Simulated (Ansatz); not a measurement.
This run works on a generated trial structure, not on a known crystal.

Input and command of a plane-wave DFT calculation in Ansatz:

```yaml
crystal:
  lattice:
    - [3.9882994, -2.26064395, 0.0]
    - [3.9882994, 2.26064395, 0.0]
    - [-0.51473796, 0.0, 5.00470793]
  atoms:
    - { symbol: Te, position: [0.68501281, 0.68501281, 0.94189053] }
    - { symbol: Te, position: [0.31498719, 0.31498719, 0.05810947] }
    - { symbol: As, position: [0.0, 0.0, 0.0] }
basis:
  ecutwfc: 420
kpoints:
  mp_grid: { grid: [5, 5, 4] }
hamiltonian:
  xc: pbe
scf:
  occupations: { method: gaussian, width: 0.2 }
  lower_state_search: "off"
output:
  forces: true
  stress: true
  eigenvalues: true
relax:
  adjacent_minimum: "off"
  f_tol: 0.08
  max_steps: 16
  cell: { stress_tol: 0.8 }
```

```bash
ansatz run input.yaml --threads 1 --pin off --max-ram 2560MiB --backend cpu --events-out ev --progress --plain --runs-dir out
```

Processor: Intel(R) Xeon(R) Processor @ 2.70GHz, 1 thread, on a host shared with other jobs.

**Question.** Estimate time, memory and problem size.

**Answer.** About 70 s, peak memory 0.43 GiB. It solves 29 bands at 33 k points (after reduction by symmetry) with about 1667 plane waves (on the last cell), in 78 SCF iterations over 13 ionic steps.
